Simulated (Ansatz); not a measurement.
LiCl:
```cif
data_ClLi
_chemical_formula_sum 'Li1 Cl1'
_space_group_name_H-M_alt 'P 1'
_space_group_IT_number 1
_cell_length_a 3.51048
_cell_length_b 3.51048
_cell_length_c 3.51048
_cell_angle_alpha 60.000
_cell_angle_beta 60.000
_cell_angle_gamma 60.000
loop_
_space_group_symop_operation_xyz
  'x, y, z'
loop_
_atom_site_label
_atom_site_type_symbol
_atom_site_fract_x
_atom_site_fract_y
_atom_site_fract_z
_atom_site_occupancy
Li1 Li 0.00000 0.00000 0.00000 1
Cl1 Cl 0.50000 0.50000 0.50000 1
```

Relaxed with LDA.

Question: Decompose the optical modes at the zone centre into irreducible representations, and say which are infrared and Raman allowed.

Answer: Point group m-3m: Γ_opt = T1u. Infrared: T1u. Raman: none.

Question: Assign frequencies (DFPT, LDA (plane waves, PAW; program Ansatz); without the LO–TO term).

Answer: T1u 228 cm⁻¹.

Space group Fm-3m (rock salt). The LDA relaxation kept the symmetry of its start; phonons on a q-mesh show no instability.

Potentials: the later of the program's two PAW sets.
